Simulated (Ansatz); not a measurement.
A geometry of PbO2 away from equilibrium: the start of the relaxation of a generated cell, PbO2 placed in the AFLOW prototype AB2_oI6_71_a_i (as in ReSi2). Level of theory: PBEsol (plane waves to 420 eV, PAW, scalar-relativistic; Ansatz, a quantum-chemistry and plane-wave program). Γ-centred k-mesh 10×10×10 on the run's cell (coarser than for final values), Fermi–Dirac smearing 0.05 eV.

```xyz
3
Lattice="-1.6086 1.6168 3.9479 1.6086 -1.6168 3.9479 1.6086 1.6168 -3.9479" Properties=species:S:1:pos:R:3:forces:R:3 pbc="T T T" free_energy=-12871.438 pressure_GPa=-13.0
Pb     0.0000     0.0000     0.0000    0.0000    0.0000    0.0000
O      0.0000     0.0000     2.6767    0.0000    0.0000    1.2738
O      0.0000     0.0000     5.2191    0.0000    0.0000   -1.2738
```

Positions in Å, forces in eV/Å, free energy of the cell in eV (comparable only within this code, potentials and settings). Largest force: 1.27 eV/Å, on O2, O3 (atoms numbered as listed); the geometry lies 0.50 eV/atom above the end of its relaxation.

The relaxed cell holds bonded O–O pairs (1.52 Å). No spin polarisation in the result.

The run could not lower the symmetry of its start; a shaken copy of this end point relaxes with PBEsol to P-1 (No. 2), 0.092 eV/atom lower.

The end of the path is a generated cell of PbO2: the first start was made by placing the elements on the sites of a structure type, and the end was not matched to a known phase here, so it may be hypothetical. Known forms of PbO2 include space group No. 136.
